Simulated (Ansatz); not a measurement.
SrO (rock salt, Fm-3m), plane-wave PAW LDA (Ansatz code). The conduction-band minimum lies at X, with 3 equivalent valleys. Second derivatives d²E/dk² of the lowest band at one valley (eV·Å²), along Cartesian directions:

```csv
direction,d²E/dk²
[100],6.348
[010],20.14
[001],20.14
[110],13.24
[101],13.24
[011],20.14
```

Find the principal effective masses, the density-of-states mass and the conductivity mass.

Off-diagonal terms follow from H_xy = H[110] − (H_xx + H_yy)/2, and m*/mₑ = 7.620 eV·Å² over each eigenvalue: 0.38, 0.38, 1.2. One valley's DOS mass (m₁m₂m₃)^(1/3) = 0.56, conductivity mass 3/(Σ 1/mᵢ) = 0.49 mₑ.

What effective density of states Nc follows at 300 K for parabolic valleys?

Nc = 2.509e19 × 3 × (0.56)^(3/2) ≈ 3.2e19 cm⁻³.

With the computed static dielectric constant 18.6 (mean of the diagonal), estimate a hydrogenic donor's binding energy and radius.

E = 13.606 eV × 0.49/18.6² ≈ 19 meV; a = 0.529 Å × ε/m* ≈ 20 Å. Semilocal masses tend to be too small where the gap is.

With ε∞ = 3.87 and ω_LO = 473 cm⁻¹, what Fröhlich coupling constant follows?

α = (1/ε∞ − 1/ε0) √(m* × 13.606 eV/ħω_LO) = 2.2.

The LDA relaxation kept the symmetry of its start; phonons on a q-mesh show no instability. Scalar-relativistic: spin–orbit coupling is off unless named, which matters more the heavier the elements.

Potentials: the later of the program's two PAW sets.
